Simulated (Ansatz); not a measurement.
The relaxed structure here is a generated cell of Ge2Pd: the first start was made by placing the elements on the sites of a structure type, and the end was not matched to a known phase here, so it may be hypothetical.

The start is a generated cell, Ge2Pd placed in the AFLOW prototype AB2_hP6_194_b_f (as in CaIn2). A full variable-cell relaxation at zero pressure is run with r2SCAN (plane waves to 500 eV, PAW, scalar-relativistic; Ansatz, a program for electronic structure). The first steps use a coarse 7×7×4 k-mesh.

Initial structure:
```
Ge2Pd
1.0
    4.08910     0.00000     0.00000
   -2.04455     3.54127     0.00000
    0.00000     0.00000     6.47406
Pd Ge
2 4
Direct
  0.00000   0.00000   0.25000
  0.00000   0.00000   0.75000
  0.33333   0.66667   0.04500
  0.66667   0.33333   0.54500
  0.66667   0.33333   0.95500
  0.33333   0.66667   0.45500
```

Question: How large is the pressure on the unrelaxed cell, and of which sign?

Answer: +15 GPa (positive: the cell is compressed).

Question: What is the largest force in the starting geometry, and on which atom (counted from 1)?

Answer: About 0.6 eV/Å, on Ge3, Ge4, Ge5, Ge6 (atoms numbered as listed).

Question: How much energy is released per atom?

Answer: 0.38 eV/atom.

Question: How does the volume per atom move from start to end?

Answer: +8.0 %, from 15.62 to 16.88 Å³/atom.

Question: How do the shortest distances between atoms change?

Answer: The closest pairs of elements (up to four, under 3.6 Å), start → end: Ge–Ge 2.43 → 2.77 Å; Ge–Pd 2.71 → 2.59 Å; Pd–Pd 3.24 → 3.22 Å.

Question: Is the relaxed structure metallic? Give its gap.

Answer: Zero (metallic).

Question: Give the final cell and atomic positions.

Answer: 
```cif
data_Ge4Pd2
_chemical_formula_sum 'Pd2 Ge4'
_space_group_name_H-M_alt 'P63/mmc'
_space_group_IT_number 194
_space_group_name_Hall '-P 6c 2c'
_cell_length_a 3.21767
_cell_length_b 3.21767
_cell_length_c 11.29227
_cell_angle_alpha 90.000
_cell_angle_beta 90.000
_cell_angle_gamma 120.000
loop_
_atom_site_label
_atom_site_type_symbol
_atom_site_symmetry_multiplicity
_atom_site_Wyckoff_symbol
_atom_site_fract_x
_atom_site_fract_y
_atom_site_fract_z
_atom_site_occupancy
Pd1 Pd 2 b 0.00000 0.00000 0.25000 1
Ge1 Ge 4 f 0.66667 0.33333 0.09072 1
```

The space group stays P6₃/mmc (No. 194) (the run could not lower it), with 6 atoms in the primitive cell. Final values are on a 17×17×4 k-mesh of the relaxed cell. No spin polarisation in the result.

The run could not lose the symmetry of its start: the end is stationary, and may be a saddle point rather than a minimum.
